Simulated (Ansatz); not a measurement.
# Sn2Pt: computed property card

Sn$_{2}$Pt (fluorite or antifluorite type, space group No. 225), a = b = c = 6.4027 Å, α = β = γ = 90.00°; the cell used has 3 atoms.

Space group Fm-3m (No. 225), fluorite or antifluorite type; conventional cell a = b = c = 6.403 Å, α = β = γ = 90.00°.

Method: LDA in the plane-wave PAW code Ansatz. Geometry: relaxed at this level of theory. Other levels are named where they apply.

Cell and energy:

```yaml
volume_per_atom: 21.87 Å³
density: 10.94 g/cm³
Formation energy from the elements (no fitted shifts): -0.47 eV/atom
```

Electronic structure:

```yaml
electronic_character: metallic (no gap)
Density of states at the Fermi level: 0.32 states/eV per atom (mean over ±0.08 eV)
```

Mechanics:

```yaml
Bulk modulus (Birch–Murnaghan fit): 114 GPa
Pressure derivative B′: 5.6
Elastic constants (relaxed ions, GPa): C11 = 158, C12 = 93.2, C44 = 25.5
mechanical_stability: stable (all eigenvalues of C positive)
hill_bulk_and_shear_moduli: 115 and 28.2 GPa
Young's modulus: 78.1 GPa
Poisson's ratio: 0.39
debye_temperature_from_the_elastic_constants: 193 K
```

Phonons:

```yaml
highest_zone_centre_frequency: 148 cm⁻¹
zone_centre_stability: no imaginary mode at Γ
```

The workflow started from a Materials Project entry (that database holds measured and hypothetical structures alike); the Crystallography Open Database files this formula in space group No. 225, but the cells were not matched. Its standing as an ambient phase is unchecked. Symmetry was held in the LDA relaxation. No spin polarisation was allowed. As this level gives no gap, shear constants depend on the k-mesh and smearing (Fermi–Dirac, 0.1 eV here). As this level gives no gap, phonon frequencies hold no LO–TO term and depend on the k-mesh and smearing (Fermi–Dirac, 0.1 eV here). The references are the lowest solids computed at this level, not always the standard phases. Spin–orbit coupling is left out wherever it is not named.

Potentials: the later of the program's two PAW sets.
